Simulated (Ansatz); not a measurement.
Ge (diamond)

```xyz
4
Lattice="0.0000 5.6727 5.6727 2.8363 2.8363 5.6727 2.8363 2.8363 0.0000" Properties=species:S:1:pos:R:3 pbc="T T T"
Ge     2.8363     2.8363     2.8363
Ge     2.8363     5.6727     5.6727
Ge     4.2545     4.2545     4.2545
Ge     4.2545     7.0909     7.0909
```

A phonon eigenvector at X = (0.5, 0.5, 0.0) is frozen into this cell: atom i moves by Q times the vector below, so Q is the largest atomic displacement, in Å. The cell is held. It is one choice among 2 degenerate patterns. (q is in reciprocal vectors of the primitive cell; the cell shown is doubled to hold the pattern.)

```csv
atom,x,y,z
Ge3,0.000,0.000,1.000
Ge4,0.000,0.000,-1.000
```

Atoms not listed stay in place.

These are r2SCAN (plane waves to 500 eV, PAW, scalar-relativistic; Ansatz, a program for electronic structure) values and carry that method's errors. k mesh 10×10×10 (Γ-centred), Fermi-Dirac smearing 0.05 eV. E stands for the smeared free energy. As the smearing reaches across the gap at some points, energies and forces of such displacements shift with the k mesh and the smearing. Ge was relaxed with its symmetry unable to fall. The PAW data are Ansatz's earlier set. The zero of ΔE is the undisplaced structure. The last digit holds for this mesh only.

```tsv
Q (Å)	ΔE (meV/cell)
-0.2800	1141.0
-0.2333	803.8
-0.1867	519.7
-0.1400	withheld
-0.0933	131.3
-0.0467	32.9
0.0000	0.0
0.0467	32.9
0.0933	131.3
0.1400	withheld
0.1867	519.7
0.2333	803.8
0.2800	1141.0
```

### Question
Fit an even polynomial form (powers 2, 4, 6) to the given rows and predict ΔE at Q = -0.1400.

### Answer
Least squares on the 11 given rows: ΔE = (15110)·Q² + (-4560)·Q⁴ + (-32510)·Q⁶, in meV/cell with Q in Å; root-mean-square residual 0.09 meV/cell. At -0.1400 the fit gives 294.2 meV/cell; the calculation gives 294.3 meV/cell, so the interpolation is off by -0.1 (-0.0 %). The quadratic term alone would give 296.2 meV/cell.

(For displaced atoms, the force is minus the slope of the energy, and its curvature is a force constant, which sets phonon frequencies.)
